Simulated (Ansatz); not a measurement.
TaSe$_{2}$:
```yaml
crystal:
  lattice:
    - [1.69577, 0.97906, 6.30709]
    - [-1.69577, 0.97906, 6.30709]
    - [0.00000, -1.95811, 6.30709]
  atoms:
    - { symbol: Se, position: [0.24561, 0.24561, 0.24561] }
    - { symbol: Se, position: [0.75439, 0.75439, 0.75439] }
    - { symbol: Ta, position: [0.00000, 0.00000, 0.00000] }
```

Relaxed with LDA. Special points in fractions of this cell's reciprocal vectors: Γ (0.000, 0.000, 0.000); T (0.500, 0.500, 0.500); H2 (0.817, 0.183, 0.500); H0 (0.500, -0.183, 0.183); L (0.500, 0.000, 0.000); S0 (0.341, -0.341, 0.000); S2 (0.659, 0.000, 0.341); F (0.500, 0.000, 0.500).

Task: List the band energies nearest the Fermi level at these points for the program Ansatz at the LDA level (PAW).

Result: In eV from the Fermi level; about four levels below and three above (degenerate sets whole), none deeper than 8.9 eV; points with the same levels are listed once.

| k | below | above |
|---|---|---|
| Γ | -3.00 -3.00 -1.00 -0.37 | 0.28 0.28 0.28 0.28 |
| T | -5.57 -3.76 -2.95 -2.95 | 0.08 0.08 0.31 0.31 |
| H2 | -4.77 -4.11 -3.25 -2.80 | 1.03 1.44 2.01 |
| L | -3.33 -2.61 -1.12 -1.04 | 2.56 3.17 4.14 |
| S0 | -4.88 -4.02 -3.36 -2.82 | 1.05 1.70 1.76 |
| F | -3.16 -2.51 -1.51 -1.49 | 2.56 2.85 3.79 |

Space group R-3m. The workflow started from an entry of the Crystallography Open Database (COD), which files this formula under 5 space groups. Whether it is the stable phase at ambient conditions was not checked. The LDA relaxation kept the symmetry of its start; whether a distortion lowers the energy is not shown. No spin polarisation was allowed. A crystal of weakly bound layers computed without a dispersion correction: the cell and the soft elastic constants depend strongly on that. With an odd number of electrons in the cell and no spin polarisation, the count alone makes it a metal. Scalar-relativistic: spin–orbit coupling is off unless named, which matters more the heavier the elements.

Potentials: the later of the program's two PAW sets.
